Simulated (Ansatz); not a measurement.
Ta2O5 in space group Cmmm (No. 65; Ta on 4i, O on 4j, O on 4i, O on 2a), plane-wave PAW PBEsol (Ansatz code). The conduction-band minimum lies at B, with 1 equivalent valley. Second derivatives d²E/dk² of the lowest band at one valley (eV·Å²), along Cartesian directions:

| direction | d²E/dk² |
|---|---|
| [100] | 23.65 |
| [010] | 33.41 |
| [001] | 0.7191 |
| [110] | 28.52 |
| [101] | 12.19 |
| [011] | 17.07 |

Q: Find the principal effective masses, the density-of-states mass and the conductivity mass.

A: Off-diagonal terms follow from H_xy = H[110] − (H_xx + H_yy)/2, and m*/mₑ = 7.620 eV·Å² over each eigenvalue: 0.23, 0.32, 11. One valley's DOS mass (m₁m₂m₃)^(1/3) = 0.92, conductivity mass 3/(Σ 1/mᵢ) = 0.40 mₑ.

Q: What effective density of states Nc follows at 300 K for parabolic valleys?

A: Nc = 2.509e19 × 1 × (0.92)^(3/2) ≈ 2.2e19 cm⁻³.

The first step of the workflow began from a Materials Project structure, measured or hypothetical; the Crystallography Open Database copy checked does not list it. COD files the formula under space group No. 49. Its standing as an ambient phase is unchecked. The PBEsol relaxation kept the symmetry of its start; phonons show weakly imaginary modes. No spin polarisation was allowed. Point labels and valley counts follow the cell and symmetry of the run, lower than the named group. Scalar-relativistic: spin–orbit coupling is off unless named, which matters more the heavier the elements.

Potentials: the earlier of the program's two PAW sets. The files were generated under PBE; for other functionals the program regenerates the frozen cores, and for LDA and PBEsol the local potential too.

Edges and masses are those of Kohn–Sham bands, whose gap is no quasiparticle gap.
